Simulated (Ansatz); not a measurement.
Data:

Bi$_{2}$S$_{3}$:
```
CELL_PARAMETERS angstrom
     11.00808     0.00000     0.00000
      0.00000     3.93905     0.00000
      0.00000     0.00000    10.83561
ATOMIC_POSITIONS crystal
  Bi 0.49531 0.25000 0.32417
  Bi 0.00469 0.75000 0.82417
  Bi 0.99531 0.25000 0.17583
  Bi 0.50469 0.75000 0.67583
  Bi 0.33190 0.75000 0.02990
  Bi 0.16810 0.25000 0.52990
  Bi 0.83190 0.75000 0.47010
  Bi 0.66810 0.25000 0.97010
  S  0.28096 0.25000 0.19546
  S  0.21904 0.75000 0.69546
  S  0.78096 0.25000 0.30454
  S  0.71904 0.75000 0.80454
  S  0.54993 0.75000 0.12937
  S  0.95007 0.25000 0.62937
  S  0.04993 0.75000 0.37063
  S  0.45007 0.25000 0.87063
  S  0.37684 0.75000 0.44266
  S  0.12316 0.25000 0.94266
  S  0.87684 0.75000 0.05734
  S  0.62316 0.25000 0.55734
```

This is the LDA-relaxed structure. Cartesian axes are those of the cell as given.

Question: All from plane-wave PAW LDA (Ansatz code), unless another level is named. Predict the band gap.

Answer: 1.09 eV (indirect).

Question: Give the electron effective mass.

Answer: 0.24, 0.65, 0.74 mₑ (principal values).

Question: Give the hole effective mass.

Answer: 0.72, 2.7, 8.4 mₑ (principal values).

Question: Next, the smallest direct gap on the standard path?

Answer: 1.17 eV.

Question: What about the formation energy from the elements (no fitted shifts)?

Answer: -39 kJ/mol of atoms.

Question: And the valence-band maximum?

Answer: on the Γ–X line, 52 % of the way from Γ (k = 0.260, 0.000, 0.000 in fractions of the reciprocal vectors).

Space group Pnma. The LDA relaxation kept the symmetry of its start. A crystal of weakly bound layers computed without a dispersion correction: the cell and the soft elastic constants depend strongly on that. The references are the lowest solids computed at this level, not always the standard phases. Spin–orbit coupling is left out wherever it is not named.

Potentials: the later of the program's two PAW sets.
